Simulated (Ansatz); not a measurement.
Calculation for fcc Pd (110), 5 layers: DFT, PBEsol, all-electron LAPW, scalar-relativistic (Ansatz 0.2.0). This run: vacuum of 11 Å.

The slab is cut from a bulk crystal relaxed on PAW files (its atoms may have been relaxed since).

Command: `ansatz run input.yaml --threads 2 --pin off --max-ram 4096MiB --backend cpu --events-out ev --progress --plain --runs-dir out` It took 2.5 min on 2 threads of Intel(R) Xeon(R) Platinum 8488C (Sapphire Rapids), on a shared host, peak memory 1.1 GiB.

```yaml
crystal:
  lattice:
    - [2.7410560016, 0.0, 0.0]
    - [0.0, 3.8764385727, 0.0]
    - [0.0, 0.0, 16.3014]
  atoms:
    - { symbol: Pd, position: [0.0, 0.0, 0.3373949026] }
    - { symbol: Pd, position: [0.5, 0.5, 0.4134405476] }
    - { symbol: Pd, position: [0.0, 0.0, 0.5000000005] }
    - { symbol: Pd, position: [0.5, 0.5, 0.5865594522] }
    - { symbol: Pd, position: [0.0, 0.0, 0.6626050974] }
kpoints:
  mp_grid: { grid: [13, 10, 1] }
scf:
  occupations: { method: fermi_dirac, width: 0.05 }
hamiltonian:
  xc: pbesol
  pseudopotentials: { kind: all_electron, lapw: { basis_error: 0.001 } }
output:
  forces: true
  stress: true
  eigenvalues: true
efield:
  axis: 3
  amplitude: 0
  dipole_correction: true
```

Output:

```
LAPW: plane waves up to 8.721 Å⁻¹, error target 1.0e-3 eV per atom; small_component_spin mean_spin; Pd in spheres of 1.325 Å, 28 of its electrons in bands, Dirac shells [] (how accurate: hamiltonian.pseudopotentials.lapw.basis_error, Limitations)
Engine: ansatz 0.2.0
Pseudopotentials: kind: all_electron
Pseudopotential: Pd, LAPW, valence charge 28, lapw/all_electron/scalar/gaussian/Pd, Koelling and Harmon's equation, gaussian nucleus
Functional definition: PBEsol
  exchange = pbesol_x
  correlation = pbesol_c
Crystal: 5 atoms, lattice volume = 173.211 Å³
Basis set: ecut = 289.75479333296215 eV, 1961 PW (Γ), exchange–correlation at level 2
Bands: 84, of which v1, the nominal top of the filled ones, is band 70 counted from 1 (69 counted from 0)
Symmetry: 4 space group operations
k-points: 42 of 130
Non-local potential: Pd, projectors of the file, none
Initial density: superposition of atomic densities (neutral atoms: chi_scale 0, normalization atom)
Initial wavefunctions: plane waves of lowest kinetic energy (no species holds an atomic orbital)
Functional: x = pbesol(κ = 0.804, μ = 0.12345679012345678), c = pbesol(β = 0.046)
iter 1 solved again at ethr=4.35e-3 eV; its pass at ethr=1.00e-1 eV (dr2=6.09e0 eV) is discarded
SCF iter   1: F=—  HF=-686205.237153 eV  |F-HF|=—  |Δ(HF+E_count)|=         —  Δρ=4.57e-2  dr2=6.08e0  ethr=4.35e-3  p=-0.000 e·Å  D=-8.25e-14 V/Å  ΔV_dip=0.00 eV  dr2_dipole=7.87e-13  V_vac-E_F(+/−)=2.61/2.61 eV  ⟨swp⟩=2.0  Hψ=20757  notcnv=0
efield: sawtooth ramp at fractional position 0.9500 (placed from the atoms, in the widest stretch of the axis that holds none; the zero of the levels goes with the place), width 0.1000; the density the first Hamiltonian is built on has a dipole p = 0.000 e·Å; the dipole correction subtracts the counter field D = 2.42e-13 V/Å, which shifts the + side's vacuum level by -0.00 eV against the − side's; the planar-averaged density in the ramp window peaks in size at 5.0e-5 e/Å³
preconditioner: auto → LDOS  [metal: Δε(μ)=0.012 eV  Ē_g=7.922 eV  σ=0.050 eV  W_gap=0.06  n_scr=48 (ndim 8)  ℏωp=20.0 eV  f_vac=0.546  D(μ)=10.50/eV (n_scr^D=114)  β→1.0]
SCF iter   2: F=—  HF=-686204.735276 eV  |F-HF|=—  |Δ(HF+E_count)|=   5.02e-1  Δρ=1.80e-2  dr2=1.45e0  ethr=4.34e-3  p=0.000 e·Å  D=1.53e-7 V/Å  ΔV_dip=-0.00 eV  dr2_dipole=2.09e-8  V_vac-E_F(+/−)=4.25/4.25 eV  ⟨swp⟩=3.0  Hψ=10587  notcnv=0
SCF iter   3: F=—  HF=-686199.910845 eV  |F-HF|=—  |Δ(HF+E_count)|=    4.82e0  Δρ=8.62e-3  dr2=1.74e-1  ethr=1.03e-3  p=0.000 e·Å  D=4.21e-6 V/Å  ΔV_dip=-0.00 eV  dr2_dipole=2.64e-10  V_vac-E_F(+/−)=4.78/4.78 eV  ⟨swp⟩=3.0  Hψ=12227  notcnv=0
SCF iter   4: F=—  HF=-686199.892542 eV  |F-HF|=—  |Δ(HF+E_count)|=         —  Δρ=4.05e-3  dr2=2.55e-1  ethr=1.24e-4  p=-0.000 e·Å  D=-8.47e-7 V/Å  ΔV_dip=0.00 eV  dr2_dipole=8.51e-11  V_vac-E_F(+/−)=4.61/4.61 eV  ⟨swp⟩=3.0  Hψ=11387  notcnv=0
the basis was enlarged: its passes take 1.2 MiB over the memory plan, 2 of 2 planned eigensolver slots
SCF iter   5: F=—  HF=-686199.879687 eV  |F-HF|=—  |Δ(HF+E_count)|=   1.29e-2  Δρ=2.55e-3  dr2=6.10e-2  ethr=1.24e-4  p=-0.000 e·Å  D=-5.91e-7 V/Å  ΔV_dip=0.00 eV  dr2_dipole=7.66e-12  V_vac-E_F(+/−)=4.77/4.77 eV  ⟨swp⟩=2.0  Hψ=9740  notcnv=0
SCF iter   6: F=—  HF=-686199.876410 eV  |F-HF|=—  |Δ(HF+E_count)|=   3.28e-3  Δρ=1.37e-3  dr2=1.67e-2  ethr=4.36e-5  p=-0.000 e·Å  D=-4.86e-7 V/Å  ΔV_dip=0.00 eV  dr2_dipole=2.73e-11  V_vac-E_F(+/−)=4.85/4.85 eV  ⟨swp⟩=2.0  Hψ=10336  notcnv=0
iter 7 solved again at ethr=6.42e-7 eV; its pass at ethr=1.20e-5 eV (dr2=8.99e-4 eV) is discarded
SCF iter   7: F=—  HF=-686199.874991 eV  |F-HF|=—  |Δ(HF+E_count)|=   1.42e-3  Δρ=5.97e-4  dr2=9.00e-4  ethr=6.42e-7  p=0.000 e·Å  D=3.93e-7 V/Å  ΔV_dip=-0.00 eV  dr2_dipole=6.85e-12  V_vac-E_F(+/−)=4.87/4.87 eV  ⟨swp⟩=2.0  Hψ=17440  notcnv=0
SCF iter   8: F=—  HF=-686199.875293 eV  |F-HF|=—  |Δ(HF+E_count)|=   3.01e-4  Δρ=2.05e-4  dr2=1.91e-4  ethr=6.42e-7  p=0.000 e·Å  D=6.95e-8 V/Å  ΔV_dip=-0.00 eV  dr2_dipole=3.17e-13  V_vac-E_F(+/−)=4.85/4.85 eV  ⟨swp⟩=2.8  Hψ=10365  notcnv=0
SCF iter   9: F=—  HF=-686199.875302 eV  |F-HF|=—  |Δ(HF+E_count)|=   9.45e-6  Δρ=9.15e-5  dr2=3.44e-5  ethr=1.37e-7  p=0.000 e·Å  D=4.88e-8 V/Å  ΔV_dip=-0.00 eV  dr2_dipole=7.00e-15  V_vac-E_F(+/−)=4.84/4.84 eV  ⟨swp⟩=2.7  Hψ=10259  notcnv=0
SCF iter  10: F=—  HF=-686199.875300 eV  |F-HF|=—  |Δ(HF+E_count)|=   2.01e-6  Δρ=4.74e-5  dr2=9.83e-6  ethr=2.46e-8  p=-0.000 e·Å  D=-1.56e-7 V/Å  ΔV_dip=0.00 eV  dr2_dipole=1.06e-13  V_vac-E_F(+/−)=4.84/4.84 eV  ⟨swp⟩=2.1  Hψ=10187  notcnv=0
SCF iter  11: F=—  HF=-686199.875299 eV  |F-HF|=—  |Δ(HF+E_count)|=   5.11e-7  Δρ=1.87e-5  dr2=1.30e-6  ethr=7.02e-9  p=0.000 e·Å  D=1.71e-7 V/Å  ΔV_dip=-0.00 eV  dr2_dipole=6.66e-13  V_vac-E_F(+/−)=4.84/4.84 eV  ⟨swp⟩=2.0  Hψ=10183  notcnv=0
SCF iter  12: F=—  HF=-686199.875299 eV  |F-HF|=—  |Δ(HF+E_count)|=   2.76e-7  Δρ=4.57e-6  dr2=6.20e-8  ethr=9.29e-10  p=-0.000 e·Å  D=-6.31e-8 V/Å  ΔV_dip=0.00 eV  dr2_dipole=1.17e-14  V_vac-E_F(+/−)=4.84/4.84 eV  ⟨swp⟩=2.0  Hψ=10183  notcnv=0
SCF iter  13: F=-686199.875299 eV  HF=-686199.875299 eV  |F-HF|=2.03e-8  |Δ(HF+E_count)|=   1.72e-8  Δρ=2.30e-6  dr2=1.84e-8  ethr=4.43e-11  p=0.000 e·Å  D=3.58e-8 V/Å  ΔV_dip=-0.00 eV  dr2_dipole=9.85e-15  V_vac-E_F(+/−)=4.84/4.84 eV  ⟨swp⟩=3.0  Hψ=10359  notcnv=0
[... lines left out ...]
Entropy (-TS):   -0.098897 eV (-19.779 meV/atom)
Fermi energy:    6.319946 eV
Dipole field:    D = 0.000000 V/Å  (p = 0.000000 e·Å, saw-weighted, corrected)
Work function:   Φ+ = 4.8392 eV   Φ− = 4.8392 eV
Levels:          The Fermi level and band energies are counted from a zero that moves with the ramp; work functions are not
Vacuum region:   at the solve's end the planar-averaged density reaches 4.03e-5 e/Å³ inside the ramp window [0.8887, 0.1113] (bound 1e-5 e/Å³)
--- Per-component energies (eV) ---
  E_band       = -17771.440469
  E_kinetic    = 716072.542539
  E_xc         = -19274.887962
  E_efield     = 0.000000  (sawtooth field / dipole correction)
  E_electrostatic = -1382997.430979  (all electrons and nuclei)
  E_smearing   = -0.098897  (= −TS)
  E_closure    = 0.000000  (closes the sum)
  E_atoms      = -686180.239103  (free atoms, spherical and without spin; not in F)
  Σ components = -686199.875299   (vs F -686199.875299, Δ=0.00e0)
  Basis errors (estimates in eV, not in F): energy 3.5e-4 per atom: plane waves 3.0e-4 (1.7e-4 summed), levels above the bands 4.8e-93, relativity 2.1e-8, radial functions 4.6e-5, core shells 1.8e-7; eigenvalues (radial functions only) 6.9e-7; not estimated: angular momenta, meshes, grids; target (lapw.basis_error) 1.0e-3; muffin-tin radii Pd 1.325 Å
--- Forces (eV/Å), atoms counted from 1 ---
  atom   1  Pd    -0.00000000    -0.00000000     0.00399994
  atom   2  Pd     0.00000000    -0.00000000    -0.00374354
  atom   3  Pd    -0.00000000     0.00000000    -0.00000330
  atom   4  Pd     0.00000000    -0.00000000     0.00374333
  atom   5  Pd    -0.00000000     0.00000000    -0.00399595
  max |Σ_I F_I| component: 4.93e-7 eV/Å
--- Stress (GPa, compression-positive) ---
       -2.699934      -0.000000       0.000000
       -0.000000      -1.606912       0.000000
        0.000000       0.000000      -0.007757
  P = ⅓ Tr σ = -1.4382 GPa (-14.382 kbar)
--- Band table (eV; the first three rows and the last of 42) ---
  k-point 0: bands = ["-318.2347", "-318.2129", "-318.2009", "-318.1987", "-318.1769", "-318.0497", "-318.0497", "-318.0329", "-318.0329", "-318.0210", "-318.0210", "-317.9950", "-317.9950", "-317.9770", "-317.9770", "-317.5992", "-317.5992", "-317.5987", "-317.5987", "-317.5295", "-317.5295", "-317.5016", "-317.5016", "-317.4949", "-317.4949", "-77.8442", "-77.6545", "-77.6515", "-77.2310", "-77.2309", "-43.6800", "-43.6564", "-43.5021", "-43.4764", "-43.3940", "-43.3433", "-43.3360", "-43.3215", "-43.2555", "-42.9788", "-42.9787", "-42.9634", "-42.9629", "-42.9022", "-42.8812", "-0.3008", "1.1390", "1.3193", "1.6028", "1.8231", "2.5894", "2.8792", "3.0471", "3.2138", "3.4660", "3.6154", "3.7261", "3.8688", "4.0682", "4.1756", "4.4572", "4.4971", "4.7950", "5.1098", "5.1814", "5.2186", "5.5158", "5.5449", "5.9267", "6.1273", "6.2748", "6.6001", "6.6939", "8.7195", "10.7054", "10.9001", "12.3643", "12.4579", "13.8272", "15.8998", "16.0553", "17.2744", "17.4431", "17.6372"]
  k-point 1: bands = ["-318.2347", "-318.2129", "-318.2009", "-318.1987", "-318.1769", "-318.0497", "-318.0497", "-318.0329", "-318.0329", "-318.0210", "-318.0210", "-317.9950", "-317.9950", "-317.9770", "-317.9770", "-317.5992", "-317.5992", "-317.5987", "-317.5987", "-317.5295", "-317.5295", "-317.5016", "-317.5016", "-317.4949", "-317.4949", "-77.8439", "-77.6547", "-77.6514", "-77.2312", "-77.2311", "-43.6878", "-43.6517", "-43.4917", "-43.4746", "-43.4116", "-43.3352", "-43.3315", "-43.3225", "-43.2592", "-42.9796", "-42.9795", "-42.9649", "-42.9634", "-42.8999", "-42.8805", "-0.1920", "1.1901", "1.3053", "1.6448", "1.8373", "2.3915", "2.9789", "3.0445", "3.2597", "3.5277", "3.6460", "3.8181", "4.0149", "4.0180", "4.0881", "4.4210", "4.6069", "4.6841", "5.0929", "5.1394", "5.3225", "5.4896", "5.6337", "5.8770", "6.0712", "6.3518", "6.5446", "6.7216", "8.7611", "10.2760", "10.7810", "12.4457", "12.4810", "12.9280", "15.5026", "16.2077", "16.3747", "17.6649", "18.0751"]
  k-point 2: bands = ["-318.2347", "-318.2129", "-318.2009", "-318.1987", "-318.1769", "-318.0497", "-318.0497", "-318.0329", "-318.0329", "-318.0210", "-318.0210", "-317.9950", "-317.9950", "-317.9770", "-317.9770", "-317.5992", "-317.5992", "-317.5987", "-317.5987", "-317.5295", "-317.5295", "-317.5016", "-317.5016", "-317.4949", "-317.4949", "-77.8430", "-77.6551", "-77.6509", "-77.2316", "-77.2314", "-43.7050", "-43.6386", "-43.4698", "-43.4676", "-43.4418", "-43.3331", "-43.3254", "-43.3178", "-43.2688", "-42.9817", "-42.9816", "-42.9686", "-42.9636", "-42.8949", "-42.8785", "0.1186", "1.2529", "1.3243", "1.7469", "1.8998", "2.1320", "2.9800", "3.3017", "3.3707", "3.4134", "3.7304", "3.8093", "3.9403", "4.2370", "4.2762", "4.3363", "4.5951", "4.8360", "5.0445", "5.1685", "5.3298", "5.3526", "5.8035", "5.8998", "6.0217", "6.4080", "6.4389", "6.8129", "8.8847", "8.9619", "10.9613", "11.2712", "12.3876", "12.7425", "14.3202", "16.2046", "16.5594", "16.6168", "17.1776"]
  k-point 41: bands = ["-318.2347", "-318.2129", "-318.2009", "-318.1987", "-318.1769", "-318.0497", "-318.0497", "-318.0329", "-318.0329", "-318.0210", "-318.0210", "-317.9950", "-317.9950", "-317.9770", "-317.9770", "-317.5992", "-317.5992", "-317.5987", "-317.5987", "-317.5295", "-317.5295", "-317.5016", "-317.5016", "-317.4949", "-317.4949", "-77.8217", "-77.6370", "-77.6306", "-77.2133", "-77.2131", "-43.7311", "-43.6683", "-43.6534", "-43.5743", "-43.4921", "-43.4492", "-43.4374", "-43.3157", "-43.2351", "-43.1641", "-43.1633", "-42.9596", "-42.9593", "-42.8839", "-42.8665", "1.3057", "1.5393", "2.1083", "2.2704", "2.5313", "2.6876", "2.9094", "3.1479", "3.1897", "3.4761", "3.5246", "3.5839", "3.6378", "4.0612", "4.3633", "4.8123", "4.9630", "5.1721", "5.3286", "5.6797", "6.2317", "6.2418", "6.2591", "6.3205", "6.4468", "8.3510", "8.6188", "10.9303", "11.4270", "13.3098", "13.8998", "13.9188", "14.0327", "14.8941", "14.9185", "14.9226", "15.3743", "16.3501", "16.5152"]
```

The cell is 1×1, so reconstructions are forbidden, and in slabs of four or five layers the relaxations can be far larger than at a real surface. The program warned of electron density in the middle of the vacuum in some runs, so work functions there carry some error.
